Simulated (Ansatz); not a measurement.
Here is an unrelaxed guess for Sc3Al2.

```
Sc Al
1.0
     0.00000    2.16384   10.00282
     2.00056    0.00000   10.00282
     2.00056    2.16384    0.00000
Sc Al
3 2
Direct
  0.70000 0.70000 0.30000
  0.50000 0.50000 0.50000
  0.30000 0.30000 0.70000
  0.10000 0.10000 0.90000
  0.90000 0.90000 0.10000
```

The calculation used DFT PBE, scalar-relativistic, plane waves, PAW (Ansatz 0.2.0). Plane waves to 420 eV, a k mesh through Γ of 6×6×6 on the computed 5-atom cell and Gaussian smearing (0.10 eV); no spin polarisation.

The zero of energy is the elements' standard structures at the same level; no fitted shifts are applied.

Task: What does a single point on this coarse mesh give?

Result: The pressure is 16.7 GPa (the mean over three directions, positive in compression), the largest force is 1.49 eV/Å, and the energy is −0.15 eV/atom against the elements. The shortest distance is 2.83 Å.

Task: Is it a good guess?

Result: A rough one: relaxing gains about 0.21 eV/atom (the start's value is from the coarse mesh, so the gain is rough) in 11 ionic steps and ends at −0.36 eV/atom on the finer mesh. The symmetry goes from Fmmm (No. 69) to I4/mmm (No. 139). The volume per atom grows by 18.7 %, from 17.3 to 20.6 Å³. The shortest distance goes from 2.83 Å (Sc–Al and Sc–Sc) to 2.97 Å (Sc–Al). Conventional cell: a = 3.163 Å, c = 20.552 Å. Sc on a site of symmetry 4mm is surrounded by 4 Al at 2.97 Å and 8 Sc at 3.16–3.31 Å; Sc on a site of symmetry 4/mmm has 8 Al at 2.98 Å and 4 Sc at 3.16 Å; Al is surrounded by 8 Sc at 2.97–2.98 Å and 4 Al at 3.16 Å.

The last run used a 16×16×16 mesh for its 5-atom cell and Gaussian smearing of 0.10 eV. The relaxation can't lower the symmetry of the start, and the grade says only how near the guess is to its own end. Symmetry constrained the relaxation, so the result can be a saddle point.
